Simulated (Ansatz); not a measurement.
CdAg (CsCl type, Pm-3m) under volume change, r²SCAN (plane waves, PAW; program Ansatz), scaled uniformly.

| V (Å³/atom) | E − E(relaxed) (meV/atom) | P (GPa) |
|---|---|---|
| 17.045 | 50.7 | 10.68 |
| 17.607 | 21.0 | 6.40 |
| 18.169 | 4.9 | 2.88 |
| 18.731 | 0.0 | 0.00 |
| 19.293 | 4.3 | -2.36 |
| 19.855 | … | … |
| 20.417 | … | … |

**Question.** Fill in the missing entries.

**Answer.** 
- 20.417, E − E(relaxed) (meV/atom): 33.9
- 20.417, P (GPa): -5.85
- 19.855, E − E(relaxed) (meV/atom): 16.1
- 19.855, P (GPa): -4.29

**Question.** What does a third-order Birch–Murnaghan fit give for V₀, B₀ and B′?

**Answer.** V₀ = 18.73 Å³/atom, B₀ = 86.8 GPa, B′ = 5.7.

The workflow started from an entry of the Crystallography Open Database (COD). Its standing as an ambient phase is unchecked. The cell was relaxed with r²SCAN under the symmetry of its start; its stability against distortions is not shown here. The run is not spin-polarised.

Potentials: the later of the program's two PAW sets.
